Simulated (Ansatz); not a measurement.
Trial structure of Fe2Co3, not yet relaxed:

```
CELL_PARAMETERS angstrom
2.50797 0.00000 0.00000
-1.25399 2.17197 0.00000
0.00000 0.00000 19.84422
ATOMIC_POSITIONS crystal
Fe 0.33333 0.66667 0.00000
Fe 0.66667 0.33333 0.30000
Fe 0.66667 0.33333 0.50000
Fe 0.66667 0.33333 0.70000
Co 0.33333 0.66667 0.20000
Co 0.33333 0.66667 0.40000
Co 0.33333 0.66667 0.60000
Co 0.33333 0.66667 0.80000
Co 0.66667 0.33333 0.10000
Co 0.66667 0.33333 0.90000
```

All numbers below come from Ansatz 0.2.0, DFT PBE, scalar-relativistic, plane waves, PAW. Settings: cutoff 420 eV, Γ-centred mesh 6×6×1 on the computed 10-atom cell, Gaussian smearing of 0.10 eV; collinear spin from starting moments 4.0 4.0 4.0 4.0 3.0 3.0 3.0 3.0 3.0 3.0 μB.

Formation energies are uncorrected and refer to the elements' standard structures at the same level.

Question: Estimate its pressure, forces and energy as it stands.

Answer: The pressure is 9.8 GPa (the mean over three directions, positive in compression), the largest force is 0.50 eV/Å, and the energy is +0.10 eV/atom against the elements. The shortest distance is 2.46 Å.

Question: Is it a good guess?

Answer: A good one: relaxing gains under 0.1 eV/atom (the start's value is from the coarse mesh, so the gain is rough) in 12 ionic steps and ends at +0.08 eV/atom on the finer mesh. The symmetry stays P-6m2 (No. 187). The volume per atom grows by 4.4 %, from 10.8 to 11.3 Å³. The shortest distance goes from 2.46 Å (Fe–Co and Co–Co) to 2.46 Å (Co–Co). Conventional cell: a = 2.497 Å, c = 20.890 Å. Fe on a site of symmetry -6m2 is surrounded by 6 Fe at 2.50 Å and 6 Co at 2.57 Å; Fe on a site of symmetry 3m is surrounded by 6 Fe at 2.50 Å and 6 Co at 2.55–2.56 Å; Co on its first site has 9 Co at 2.46–2.50 Å and 3 Fe at 2.56 Å; 3 more sites not described.

The last run used collinear spin, an 18×18×2 mesh (in the run's order of axes) for its 10-atom cell and Gaussian smearing of 0.10 eV. The magnetic state reached may not be the lowest. The relaxation can't lower the symmetry of the start, and the grade says only how near the guess is to its own end. Symmetry constrained the relaxation, so the result can be a saddle point.
